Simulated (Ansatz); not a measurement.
Given:

As:
```
CELL_PARAMETERS angstrom
      0.00000     2.11004     2.11004
      2.11004     0.00000     2.11004
      2.11004     2.11004     0.00000
ATOMIC_POSITIONS crystal
  As 0.00000 0.00000 0.00000
```

This is the r²SCAN+D4-relaxed structure.

### Question
All from r²SCAN+D4 (plane waves, PAW; program Ansatz), unless another level is named. Predict the electronic character.

### Answer
metallic (no gap).

### Question
Predict the density of states at the Fermi level.

### Answer
0.56 states/eV per atom (mean over ±0.08 eV).

### Question
Predict the gap with spin–orbit coupling.

### Answer
none (metallic).

Space group Fm-3m (fcc (Cu type)). The cell is a constructed one: a structure type filled with these elements; neither database checked (COD, Materials Project) lists it. It is not the phase usual at ambient conditions (space group No. 166). The cell was relaxed with r²SCAN+D4 under the symmetry of its start. At this level the phase is mechanically unstable. Spin–orbit coupling is left out wherever it is not named.

Potentials: the later of the program's two PAW sets.
